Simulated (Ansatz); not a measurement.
GaSb:
```cif
data_GaSb
_chemical_formula_sum 'Ga1 Sb1'
_space_group_name_H-M_alt 'P 1'
_space_group_IT_number 1
_cell_length_a 4.33639
_cell_length_b 4.33639
_cell_length_c 4.33639
_cell_angle_alpha 60.000
_cell_angle_beta 60.000
_cell_angle_gamma 60.000
loop_
_space_group_symop_operation_xyz
  'x, y, z'
loop_
_atom_site_label
_atom_site_type_symbol
_atom_site_fract_x
_atom_site_fract_y
_atom_site_fract_z
_atom_site_occupancy
Ga1 Ga 0.00000 0.00000 0.00000 1
Sb1 Sb 0.25000 0.25000 0.25000 1
```

Relaxed with r²SCAN.

Q: Tabulate the valence density and the electron localisation function along the shortest Ga–Sb contact (2.66 Å), plane-wave PAW r²SCAN (Ansatz code).

A: 

```csv
distance from Ga (Å),density (e/Å³),ELF
0.27,23.89,0.01
0.40,9.89,0.03
0.53,3.43,0.09
0.66,1.32,0.19
0.80,0.70,0.27
0.93,0.50,0.34
1.06,0.43,0.48
1.19,0.41,0.66
1.33,0.42,0.73
1.46,0.47,0.68
1.59,0.56,0.55
1.73,0.73,0.43
1.86,1.30,0.31
1.99,2.69,0.20
2.12,5.17,0.10
2.26,8.54,0.05
2.39,12.08,0.03
```

The density is the valence pseudo-density with augmentation charge, so density and ELF within about 1 Å of a nucleus are not all-electron values.

Space group F-43m (zinc blende). Symmetry was held in the r²SCAN relaxation; of distortions, only those at the zone centre were tested. Scalar-relativistic: spin–orbit coupling is off unless named, which matters more the heavier the elements.

Potentials: the earlier of the program's two PAW sets.
